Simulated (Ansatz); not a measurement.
A relaxation computed with Ansatz, from input to last step.

```yaml
crystal:
  lattice:
    - [-1.81486819, 1.81486819, 3.6033856]
    - [1.81486819, -1.81486819, 3.6033856]
    - [1.81486819, 1.81486819, -3.6033856]
  atoms:
    - { symbol: Ni, position: [0.75, 0.25, 0.5], spin: 1.0 }
    - { symbol: Ni, position: [0.25, 0.75, 0.5], spin: 1.0 }
    - { symbol: Ni, position: [0.5, 0.5, 0.0], spin: 0.92 }
    - { symbol: Pt, position: [0.0, 0.0, 0.0], spin: 0.44 }
basis:
  ecutwfc: 500
kpoints:
  mp_grid: { grid: [16, 16, 16] }
hamiltonian:
  xc: r2scan
scf:
  occupations: { method: gaussian, width: 0.1 }
output:
  forces: true
  stress: true
  eigenvalues: true
  populations: true
magnetization:
  spin_polarized: true
relax:
  adjacent_minimum: "off"
  f_tol: 0.005
  max_steps: 80
  cell: { stress_tol: 0.05 }
```

```bash
ansatz run input.yaml --threads 1 --pin off --max-ram 2560MiB --backend cpu --events-out ev --progress --plain --runs-dir out
```

These are results of DFT r2SCAN, scalar-relativistic, plane waves, PAW in Ansatz 0.2.0, not measurements.

Of 4 frames 3 are shown, positions in Å and forces in eV/Å; the SCF threshold varies from step to step. Steps run on the plane waves of an earlier cell, with a Pulay correction in the pressure. The basis is chosen afresh for the last frame, the zero of the energies, and at times for earlier ones too; energy and pressure step there, also at an unchanged geometry.

```xyz
4
Lattice="-1.8149 1.8149 3.6034 1.8149 -1.8149 3.6034 1.8149 1.8149 -3.6034" Properties=species:S:1:pos:R:3:forces:R:3 pbc="T T T" step=1 free_energy_over_end_meV_per_atom=0.00 pressure_GPa=0.00
Ni    0.0000    1.8149    1.8017    0.0000    0.0000    0.0000
Ni    1.8149    0.0000    1.8017    0.0000    0.0000    0.0000
Ni    0.0000    0.0000    3.6034    0.0000    0.0000    0.0000
Pt    0.0000    0.0000    0.0000    0.0000    0.0000    0.0000
4
Lattice="-1.8146 1.8146 3.6046 1.8146 -1.8146 3.6046 1.8146 1.8146 -3.6046" Properties=species:S:1:pos:R:3:forces:R:3 pbc="T T T" step=2 free_energy_over_end_meV_per_atom=0.00 pressure_GPa=0.00
Ni    0.0000    1.8146    1.8023    0.0000    0.0000    0.0000
Ni    1.8146    0.0000    1.8023    0.0000    0.0000    0.0000
Ni    0.0000    0.0000    3.6046    0.0000    0.0000    0.0000
Pt    0.0000    0.0000    0.0000    0.0000    0.0000    0.0000
4
Lattice="-1.8142 1.8142 3.6060 1.8142 -1.8142 3.6060 1.8142 1.8142 -3.6060" Properties=species:S:1:pos:R:3:forces:R:3 pbc="T T T" step=4 free_energy_over_end_meV_per_atom=0.00 pressure_GPa=0.00
Ni    0.0000    1.8142    1.8030    0.0000    0.0000    0.0000
Ni    1.8142    0.0000    1.8030    0.0000    0.0000    0.0000
Ni    0.0000    0.0000    3.6060    0.0000    0.0000    0.0000
Pt    0.0000    0.0000    0.0000    0.0000    0.0000    0.0000
```

Time: 18 min on 1 thread of Arm Neoverse V2, with other jobs on the host, peak memory 1.6 GiB.

The state reached may not be the lowest one. Spin-orbit coupling is left out, which matters for the bands of heavy elements.